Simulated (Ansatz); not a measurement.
The elements of this relaxed crystal are hidden behind letters.

```
lattice vectors (Å)
   2.1629    1.2487   13.1552
  -2.1629    1.2487   13.1552
   0.0000   -2.4975   13.1552
fractional positions
X 0.0000 0.0000 0.0000
Z 0.1408 0.1408 0.1408
Z 0.8592 0.8592 0.8592
Q 0.4300 0.4300 0.4300
Q 0.5700 0.5700 0.5700
Q 0.2918 0.2918 0.2918
Q 0.7082 0.7082 0.7082
```

Computed with DFT PBE, scalar-relativistic, plane waves, PAW (Ansatz 0.2.0). Settings of the last relaxation (7-atom cell): 420 eV, 12×12×12 k points, Gaussian smearing of 0.10 eV, no spin polarisation.

| Quantity | Value |
| --- | --- |
| Space group | R-3m (No. 166) |
| Conventional cell | a = 4.326 Å, c = 39.466 Å |
| Volume per atom | 30.45 Å³ |
| Density | 6.44 g/cm³ |
| Energy over the elements | +0.01 eV/atom |
| Gap on the 12×12×12 mesh of the 7-atom cell | 0 eV (a metal) |

Energies are uncorrected and count from the elements' standard states at the same level.

**Question.** X is a p-block element of period 4, Z is a p-block element of period 5 and Q is a p-block element of period 5. Which elements are they?

**Answer.** X = Ge, Z = Sb, Q = Te, so the formula is GeSb2Te4. Density times volume gives a mean mass of 6.44 × 30.45/1.6605 = 118.1 u per atom, and this set has 118.1 u. Ge has 6 Te at 2.99 Å; around Sb lie 3 Te at 3.04 Å and 3 Sb at 3.23 Å; Te on its first site is surrounded by 3 Sb at 3.04 Å and 3 Te at 3.31 Å; 1 more site not described. Other sets within the hints have nearly the same mass, so mass alone doesn't settle it; this one was computed.

These runs have no spin–orbit coupling, which can matter for Sb and Te. A structure relaxed within its symmetry needn't be a true minimum. Another cell of GeSb2Te4 relaxed alike, in I-4m2 (a Materials Project cell), lies 14 meV/atom lower, so this cell isn't the stable form at this level.
